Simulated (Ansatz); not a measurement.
**Rh: energy along a strain**

Rh, P6_3/mmc, a = 2.731 Å, c = 4.428 Å (as given, not relaxed at this level: -13.7 GPa). This isn't the element's structure at ambient conditions. Ansatz: PBEsol, PAW, 420 eV, Γ-centred 18×18×12 mesh on 2 atoms, Gaussian smearing 0.15 eV; no spin polarisation. Cell vectors (Å): 2.731 0.000 0.000; -1.365 2.365 0.000; 0.000 0.000 4.428. The cell is strained by x per cent times the pattern (1 0 0 0 0 0) in the order xx yy zz yz xz xy (engineering shears), with fractional coordinates held. y is the free energy over the start, V0 = 14.302 Å³/atom. Points with a strain past 8.5 % were computed too (3) and aren't used here.

| x (%) | y (meV/atom) |
| --- | --- |
| -7.50 | 43.38 |
| -5.00 | -5.64 |
| -2.50 | ? |
| 0.00 | 0.00 |
| 2.50 | 39.06 |
| 5.00 | 94.14 |
| 7.50 | 160.39 |

Task: Fit y = c1 x + c2 x² + c3 x³ to the other rows, get the stiffness along the pattern, and predict the missing energy.

Result: Least squares on the rows shown. y = 11.671 x + 1.8042 x² − 0.068722 x³. The clamped-ion stiffness p·C·p = 2 × 18.04 eV × 160.2 / 14.302 Å³ = 404 GPa, which is C11 in these axes (second derivative at the start, which stands under stress). At x = -2.50 the fit asked for gives -16.83 meV/atom. The run gave -17.25 meV/atom, so the fit is 0.42 meV/atom too high, within the rms miss on the fitted rows (0.62 meV/atom).